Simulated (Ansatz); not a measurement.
CuCl:
```yaml
crystal:
  lattice:
    - [0.00000, 2.60374, 2.60374]
    - [2.60374, 0.00000, 2.60374]
    - [2.60374, 2.60374, 0.00000]
  atoms:
    - { symbol: Cu, position: [0.00000, 0.00000, 0.00000] }
    - { symbol: Cl, position: [0.75000, 0.75000, 0.75000] }
```

Relaxed with LDA.

Task: Which orbitals make up the states near the band edges in plane-wave PAW LDA (Ansatz code)?

Result: Top 1 eV of the valence band: Cu 3d 75 %, Cl 3p 22 %. Bottom 1 eV of the conduction band: Cu 4s 62 %, Cl 3s 21 %, Cl 3p 12 %. Projections are on Löwdin-orthogonalised atomic valence shells; empty p or d shells of many metals are not among them.

Task: Tabulate the density of states.

Result: States/eV per cell of 2 atoms, in 0.25 eV bins, energy from the valence-band maximum.

| E (eV) | total | Cu 3d | Cl 3p | Cu 4s |
|---|---|---|---|---|
| -7.45 | 0.00 | 0.00 | 0.00 | 0.00 |
| -7.20 | 0.91 | 0.04 | 0.72 | 0.14 |
| -6.95 | 3.58 | 0.20 | 2.77 | 0.54 |
| -6.70 | 2.35 | 0.16 | 1.78 | 0.35 |
| -6.45 | 0.54 | 0.08 | 0.38 | 0.06 |
| -6.20 | 1.54 | 0.20 | 1.25 | 0.06 |
| -5.95 | 1.93 | 0.27 | 1.57 | 0.06 |
| -5.70 | 2.49 | 0.42 | 1.99 | 0.04 |
| -5.45 | 10.66 | 2.29 | 8.25 | 0.01 |
| -5.20 | 0.00 | 0.00 | 0.00 | 0.00 |
| -4.95 | 0.00 | 0.00 | 0.00 | 0.00 |
| -4.70 | 0.00 | 0.00 | 0.00 | 0.00 |
| -4.45 | 0.00 | 0.00 | 0.00 | 0.00 |
| -4.20 | 0.00 | 0.00 | 0.00 | 0.00 |
| -3.95 | 0.00 | 0.00 | 0.00 | 0.00 |
| -3.70 | 0.00 | 0.00 | 0.00 | 0.00 |
| -3.45 | 0.00 | 0.00 | 0.00 | 0.00 |
| -3.20 | 0.00 | 0.00 | 0.00 | 0.00 |
| -2.95 | 0.00 | 0.00 | 0.00 | 0.00 |
| -2.70 | 0.00 | 0.00 | 0.00 | 0.00 |
| -2.45 | 0.00 | 0.00 | 0.00 | 0.00 |
| -2.20 | 5.47 | 5.27 | 0.05 | 0.02 |
| -1.95 | 10.19 | 10.01 | 0.06 | 0.02 |
| -1.70 | 5.60 | 5.24 | 0.18 | 0.05 |
| -1.45 | 3.80 | 3.42 | 0.24 | 0.01 |
| -1.20 | 4.38 | 3.73 | 0.51 | 0.01 |
| -0.95 | 4.83 | 3.86 | 0.84 | 0.02 |
| -0.70 | 3.20 | 2.40 | 0.71 | 0.02 |
| -0.45 | 1.65 | 1.17 | 0.43 | 0.01 |
| -0.20 | 0.82 | 0.56 | 0.25 | 0.01 |
| 0.05 | 0.06 | 0.04 | 0.02 | 0.00 |
| 0.30 | 0.00 | 0.00 | 0.00 | 0.00 |
| 0.55 | 0.00 | 0.00 | 0.00 | 0.00 |
| 0.80 | 0.01 | 0.00 | 0.00 | 0.00 |
| 1.05 | 0.03 | 0.00 | 0.00 | 0.02 |
| 1.30 | 0.04 | 0.00 | 0.01 | 0.03 |
| 1.55 | 0.07 | 0.00 | 0.01 | 0.04 |
| 1.80 | 0.09 | 0.00 | 0.01 | 0.06 |
| 2.05 | 0.12 | 0.00 | 0.02 | 0.08 |
| 2.30 | 0.16 | 0.00 | 0.02 | 0.10 |
| 2.55 | 0.21 | 0.00 | 0.03 | 0.13 |
| 2.80 | 0.29 | 0.00 | 0.04 | 0.18 |
| 3.05 | 0.53 | 0.01 | 0.07 | 0.31 |
| 3.30 | 0.75 | 0.01 | 0.08 | 0.37 |
| 3.55 | 1.00 | 0.02 | 0.09 | 0.41 |
| 3.80 | 1.05 | 0.02 | 0.09 | 0.41 |
| 4.05 | 1.08 | 0.02 | 0.10 | 0.40 |
| 4.30 | 1.01 | 0.02 | 0.09 | 0.36 |
| 4.55 | 0.97 | 0.02 | 0.09 | 0.34 |
| 4.80 | 1.09 | 0.02 | 0.11 | 0.31 |
| 5.05 | 0.95 | 0.01 | 0.10 | 0.24 |
| 5.30 | 1.55 | 0.02 | 0.16 | 0.44 |

Space group F-43m (zinc blende). The cell was relaxed with LDA under the symmetry of its start. The run is not spin-polarised.

Potentials: the earlier of the program's two PAW sets. The files were generated under PBE; for other functionals the program regenerates the frozen cores, and for LDA and PBEsol the local potential too.
